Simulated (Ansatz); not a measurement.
Input file for Ansatz (a program for electronic structure):

Ansatz 0.2 input:
```yaml
crystal:
  lattice:
    - [0.0, 2.4530021336, 2.4530021336]
    - [2.4530021336, 0.0, 2.4530021336]
    - [2.4530021336, 2.4530021336, 0.0]
  atoms:
    - { symbol: Y, position: [0.5, 0.5, 0.5] }
    - { symbol: N, position: [0.0, 0.0, 0.0] }
kpoints:
  mp_grid: { grid: [8, 8, 8] }
basis: { xc_grid: 2 }
hamiltonian:
  xc: pbe
  pseudopotentials: { kind: paw }
magnetization: { noncollinear: true, spin_orbit: true }
scf:
  occupations: { method: gaussian, width: 0.01 }
output: { topological_invariants: true }
```

Output (shortened):

```
Pseudopotentials: kind: paw_fr
Pseudopotential: Y, paw_fr, valence charge 11
Pseudopotential: N, paw_fr, valence charge 5
Functional definition: PBE
non-collinear run that drives no moment, with spin-orbit …
Crystal: 2 atoms, lattice volume = 29.521 Å³
Basis set: ecut = 420 eV, 561 PW (Γ), exchange–correlation on 48×48×48 points (8 copies of the dense FFT grid, shifted against one another)
Bands: 24, of which v1, the nominal top of the filled ones, is band 16 counted from 1 (15 counted from 0)
Symmetry: 48 space group operations + 48 with time reversal
k-points: 29 of 512
Projection manifold: j_resolved (fully-relativistic pseudo-atomic orbitals)
Initial density: superposition of atomic densities (chi_scale 0.1, normalization cell, long waves kept (reshape's long-wave potential 0.00 eV rms))
Initial wavefunctions: pseudopotential atomic-orbital guess
Eigensolver: davidson
Functional: x = pbe(κ = 0.804, μ = 0.2195149727645171), c = pbe(β = 0.06672455060314922)
SCF iter   1: F=—  HF=-4236.933048 eV  |F-HF|=—  |Δ(HF+E_count)|=         —  Δρ=4.72e-2  dr2=9.23e-1  dr2_m=0.00e0 (ungated)  ethr=3.10e-3  |M|=0.00e0 ∫|m|=0.00e0 μB  |m|>n=0.0e0 m-floor=0.0e0 τ_xc=0.0e0  β_m=0.30  ⟨swp⟩=6.0  Hψ=1731  notcnv=0
all-band conjugate gradients solve this SCF's bands
preconditioner: auto → none
SCF iter   2: F=—  HF=-4236.799371 eV  |F-HF|=—  |Δ(HF+E_count)|=   1.34e-1  Δρ=3.18e-2  dr2=1.64e-1  dr2_m=0.00e0 (ungated)  ethr=3.10e-3  |M|=0.00e0 ∫|m|=0.00e0 μB  |m|>n=0.0e0 m-floor=0.0e0 τ_xc=0.0e0  β_m=0.31  ⟨swp⟩=2.1  Hψ=615  notcnv=0  defer=68
SCF iter   3: F=—  HF=-4236.795616 eV  |F-HF|=—  |Δ(HF+E_count)|=   3.76e-3  Δρ=1.79e-2  dr2=6.58e-2  dr2_m=0.00e0 (ungated)  ethr=1.02e-3  |M|=0.00e0 ∫|m|=0.00e0 μB  |m|>n=0.0e0 m-floor=0.0e0 τ_xc=0.0e0  β_m=0.50  ⟨swp⟩=2.2  Hψ=451  notcnv=0  defer=72
SCF iter   4: F=—  HF=-4236.804305 eV  |F-HF|=—  |Δ(HF+E_count)|=   8.69e-3  Δρ=1.59e-3  dr2=3.57e-4  dr2_m=0.00e0 (ungated)  ethr=4.11e-4  |M|=0.00e0 ∫|m|=0.00e0 μB  |m|>n=0.0e0 m-floor=0.0e0 τ_xc=0.0e0  β_m=0.58  ⟨swp⟩=3.0  Hψ=508  notcnv=0  defer=78
SCF iter   5: F=—  HF=-4236.804478 eV  |F-HF|=—  |Δ(HF+E_count)|=   1.73e-4  Δρ=3.47e-4  dr2=1.14e-5  dr2_m=0.00e0 (ungated)  ethr=2.23e-6  |M|=0.00e0 ∫|m|=0.00e0 μB  |m|>n=0.0e0 m-floor=0.0e0 τ_xc=0.0e0  β_m=0.71  ⟨swp⟩=2.8  Hψ=613  notcnv=0  defer=78
SCF iter   6: F=—  HF=-4236.804483 eV  |F-HF|=—  |Δ(HF+E_count)|=   4.81e-6  Δρ=3.79e-5  dr2=1.41e-7  dr2_m=0.00e0 (ungated)  ethr=7.10e-8  |M|=0.00e0 ∫|m|=0.00e0 μB  |m|>n=0.0e0 m-floor=0.0e0 τ_xc=0.0e0  β_m=0.84  ⟨swp⟩=2.0  Hψ=552  notcnv=0  defer=78
SCF iter   7: F=-4236.804483 eV  HF=-4236.804483 eV  |F-HF|=1.41e-9  |Δ(HF+E_count)|=   1.72e-7  Δρ=3.50e-6  dr2=1.19e-9  dr2_m=0.00e0 (ungated)  ethr=6.25e-10  |M|=0.00e0 ∫|m|=0.00e0 μB  |m|>n=0.0e0 m-floor=0.0e0 τ_xc=0.0e0  ⟨swp⟩=6.3  Hψ=1246  notcnv=0
Converged-ψ floor refinement (derivative, response, wavefunction or occupation consumer): ⟨swp⟩=6.3  Hψ=3492  notcnv=0
SCF 1 converged in 7 iterations: F = -4236.804483 eV  dr2 = 1.19e-9
NSCF: frozen V_eff on 60 k-points
SCF converged after 7 iterations
Magnetization: |M| = 0.0000 μB,  M = (+0.0000, +0.0000, +0.0000) μB
Absolute magnetization: 0.0000 μB (∫|m|)
  site 0: m = (+0.0000, +0.0000, +0.0000) μB, |m| = 0.0000 μB  (R = 1.01 Å)
  site 1: m = (+0.0000, +0.0000, +0.0000) μB, |m| = 0.0000 μB  (R = 1.01 Å)
Free energy (F): -4236.804483 eV
Harris-Foulkes:  -4236.804483 eV  (|F-HF|=1.41e-9)
Internal energy: -4236.804483 eV  (E = F + TS)
E sigma→0 (E₀):  -4236.804483 eV
Fermi energy:    11.942048 eV
--- Per-component energies (eV) ---
  E_band       = -52.596721
  E_kinetic    = 436.877638
  E_local      = -609.247720  (includes V_loc(G=0)·N_el)
  E_nonlocal   = 94.509503
  E_hartree    = 187.594834
  E_xc         = -235.556754
  E_vxc        = -278.280428  (∫ρ·V_xc dr)
  E_paw        = -2952.700261  (= ΣΔE_a)
  E_vpaw       = -71.645794  (= ΣTr[D̂ρ^β])
  E_aug_tail   = 0.000096  (compensation charges beyond the density's cutoff)
  E_ewald      = -1158.281820
  E_smearing   =  0.000000  (= −TS)
  E_closure    =  0.000000  (closes the sum)
  Σ components = -4236.804483   (vs F -4236.804483, Δ=0.00e0)
  [band-id]    e_kinetic+e_local+e_nonlocal+2·e_hartree+e_vxc+e_vpaw+e_augmentation_tail = -52.597037   (vs E_band -52.596721, Δ=-3.15e-4)
--- Band table (eV; the first three rows and the last of 29) ---
  k-point 0: bands = ["-29.0062", "-29.0062", "-9.6776", "-9.6776", "-8.2077", "-8.2077", "-8.2077", "-8.2077", "-1.0336", "-1.0336", "11.7925", "11.7925", "11.8476", "11.8476", "11.8476", "11.8476", "14.9376", "14.9376", "14.9376", "14.9376", "14.9918", "14.9918", "15.9033", "15.9033"]
  k-point 1: bands = ["-28.9896", "-28.9896", "-9.7397", "-9.7397", "-8.3385", "-8.3385", "-8.2203", "-8.2203", "-0.7777", "-0.7777", "10.9275", "10.9275", "11.3256", "11.3256", "11.3490", "11.3490", "15.0617", "15.0617", "15.3123", "15.3123", "15.3428", "15.3428", "16.7588", "16.7588"]
  k-point 2: bands = ["-28.9494", "-28.9494", "-9.9136", "-9.9136", "-8.5944", "-8.5944", "-8.2503", "-8.2503", "-0.1784", "-0.1784", "9.4199", "9.4199", "10.4728", "10.4728", "10.4818", "10.4818", "15.4718", "15.4718", "16.2660", "16.2660", "16.2898", "16.2898", "18.2843", "18.2843"]
  k-point 28: bands = ["-28.8549", "-28.8549", "-10.1339", "-10.1339", "-8.8133", "-8.8133", "-8.6881", "-8.6881", "-0.1415", "-0.1415", "9.7031", "9.7031", "10.2174", "10.2174", "10.3449", "10.3449", "15.7926", "15.7926", "15.8221", "15.8221", "19.0342", "19.0342", "19.6791", "19.6791"]
  band table: 24 of 24 bands, residual norms ≤ 1.0e-3 eV
--- Topological invariants of the lowest 16 bands, as many as the electrons (of this functional, at the state reached) ---
  Z2 = 0;(000), z4 = 0
  bands 16 and 17 are separated throughout the zone, as estimated from the states at the SCF's k-points
  smallest direct gap kept (no minimum is searched for): 0.5586 eV, known to 1.6e-4 eV, at k = (0.0000, -0.5000, -0.5000) in reciprocal vectors
  plane       ν
  k1 = 0      0
  k1 = 1/2    0
  k2 = 0      0
  k2 = 1/2    0
  k3 = 0      0
  k3 = 1/2    0
```

Cost: roughly 40 core-seconds on shared cores.

Space group Fm-3m (rock salt). The PBE relaxation kept the symmetry of its start. The run is not spin-polarised.

Potentials: the later of the program's two PAW sets.

Ansatz is a plane-wave DFT program.
